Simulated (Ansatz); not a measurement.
## Formation energy of Ge2Mo

```yaml
crystal:
  lattice:
    - [-1.64849, 1.64849, 4.09405]
    - [1.64849, -1.64849, 4.09405]
    - [1.64849, 1.64849, -4.09405]
  atoms:
    - { symbol: Ge, position: [0.66215, 0.66215, 0.00000] }
    - { symbol: Ge, position: [0.33785, 0.33785, 0.00000] }
    - { symbol: Mo, position: [0.00000, 0.00000, 0.00000] }
```

The cell comes from a relaxation on PAW files under the same functional, begun from a database entry that needn't be the ground state.

All numbers are PBEsol results (scalar-relativistic) from Ansatz 0.2.0, with a Γ-centred 15×15×15 k mesh, Fermi–Dirac smearing of 0.05 eV, no spin polarisation. Methods: LAPW: all electrons, basis error target 0.5 meV/atom; PAW: frozen-core files, cutoff 420 eV; crystal datasets: all electrons, by PAW datasets that the program makes for each cell.

The elements are taken as Ge diamond, Mo bcc, each relaxed on PAW files under the same functional and computed by the same method as the compound; zero-point and thermal terms are left out.

The PAW files were made under PBE.

(1) Give the formation energy by each method, with the residual pressure at this cell and the LAPW gap.

(2) Give the LAPW value for one formula unit in kJ/mol.

## Answers

(1) 

| method | ΔE(formation) (eV/atom) | P at this cell (GPa) | gap (eV) |
| --- | --- | --- | --- |
| LAPW | -0.239 | 0.07 | 0.00 |
| PAW | -0.241 | 0.00 | – |
| crystal datasets | -0.239 | 0.07 | – |

(2) -0.239 eV/atom × 3 atoms × 96.485 kJ/(mol·eV) = -69.2 kJ/mol, at zero temperature and without zero-point motion.
